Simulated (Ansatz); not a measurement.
This cell of ZnO (wurtzite) is off equilibrium:

```
ZnO
1.0
    3.27960     0.00000     0.00000
   -1.63980     2.84021     0.00000
    0.00000     0.00000     5.29330
Zn O
2 2
Cartesian
  1.63980   0.94674   0.01140
  0.00000   1.89348   2.65805
  1.63980   0.94674   3.29798
 -0.15000   1.89348   0.35133
```

Level of theory: PBE (plane waves to 420 eV, PAW, scalar-relativistic; Ansatz, a quantum-chemistry and plane-wave program). k mesh 9×9×5 (Γ-centred), Fermi-Dirac smearing 0.05 eV. Energies are smeared free energies. Stress and pressure are positive under compression. ZnO was relaxed with its symmetry unable to fall.

Problem. Predict the force on every atom, in eV/Å.

Solution. 
| atom | Fx | Fy | Fz |
|---|---|---|---|
| Zn1 | -1.731 | -0.599 | -0.382 |
| Zn2 | -0.062 | 0.000 | -0.139 |
| O3 | -0.118 | -0.015 | -1.347 |
| O4 | 1.911 | 0.614 | 1.868 |

Problem. What is the stress tensor (GPa)?

Solution. 
```
    6.8      6.3      1.8
    6.3      5.0      0.7
    1.8      0.7     -1.2
```
The pressure, a third of the trace, is 3.5 GPa.

Problem. In it atom 4 sits (-0.150, 0.000, -0.300) Å away from its relaxed site. What is its energy relative to the relaxed cell?

Solution. 454 meV/cell.

(A displaced cell: forces are minus the slopes of the energy, force constants its curvatures, and phonons follow from these.)
